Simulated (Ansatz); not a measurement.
A (110) slab of HfO₂ (Fm-3m (No. 225)), 7 planes, outer planes HfO2 (top) and HfO2 (bottom), with 21 atoms (Hf7O14) in a surface cell of A = 18.092 Å², as cut from the bulk:

```yaml
crystal:
  lattice:
    - [3.57677, 0.00000, 0.00000]
    - [0.00000, 5.05832, 0.00000]
    - [0.00000, 0.00000, 25.73032]
  atoms:
    - { symbol: Hf, position: [0.50000, 0.50000, 0.29148] }
    - { symbol: O, position: [0.00000, 0.75000, 0.29148] }
    - { symbol: O, position: [0.00000, 0.25000, 0.29148] }
    - { symbol: Hf, position: [0.00000, 0.00000, 0.36099] }
    - { symbol: O, position: [0.50000, 0.25000, 0.36099] }
    - { symbol: O, position: [0.50000, 0.75000, 0.36099] }
    - { symbol: Hf, position: [0.50000, 0.50000, 0.43049] }
    - { symbol: O, position: [0.00000, 0.75000, 0.43049] }
    - { symbol: O, position: [0.00000, 0.25000, 0.43049] }
    - { symbol: Hf, position: [0.00000, 0.00000, 0.50000] }
    - { symbol: O, position: [0.50000, 0.25000, 0.50000] }
    - { symbol: O, position: [0.50000, 0.75000, 0.50000] }
    - { symbol: Hf, position: [0.50000, 0.50000, 0.56951] }
    - { symbol: O, position: [0.00000, 0.75000, 0.56951] }
    - { symbol: O, position: [0.00000, 0.25000, 0.56951] }
    - { symbol: Hf, position: [0.00000, 0.00000, 0.63901] }
    - { symbol: O, position: [0.50000, 0.25000, 0.63901] }
    - { symbol: O, position: [0.50000, 0.75000, 0.63901] }
    - { symbol: Hf, position: [0.50000, 0.50000, 0.70852] }
    - { symbol: O, position: [0.00000, 0.75000, 0.70852] }
    - { symbol: O, position: [0.00000, 0.25000, 0.70852] }
```

The calculation used DFT r2SCAN, scalar-relativistic, plane waves, PAW in Ansatz 0.2.0. Settings: cutoff 500 eV, Γ-centred mesh 8×5×1 on the computed 21-atom cell, Gaussian smearing of 0.05 eV; no spin polarisation.

Against the same 21 atoms in the bulk, the slab as cut lies 5.278 eV higher and the relaxed slab 3.704 eV higher.

**Question.** Work out the surface energy before and after relaxation.

**Answer.** The slab has two faces, so γ = (E_slab − N·E_bulk)/(2A), the mean of both. As cut: 5.278/(2 × 18.092) = 0.1459 eV/Å², and 1 eV/Å² = 16.02 J/m², so γ = 2.34 J/m². Relaxed: 3.704/(2 × 18.092) = 0.1024 eV/Å² = 1.64 J/m². Relaxation recovers 30 % of the cost of cutting.

**Question.** What is the ideal work of this cut, per area?

**Answer.** Griffith's ideal work is 2γ: 4.67 J/m² if the new faces stay rigid, 3.28 J/m² if they relax. One thickness was run, 7 planes, so γ can still shift with it.

The reference crystal is the fluorite-type form of HfO2, which isn't its usual structure.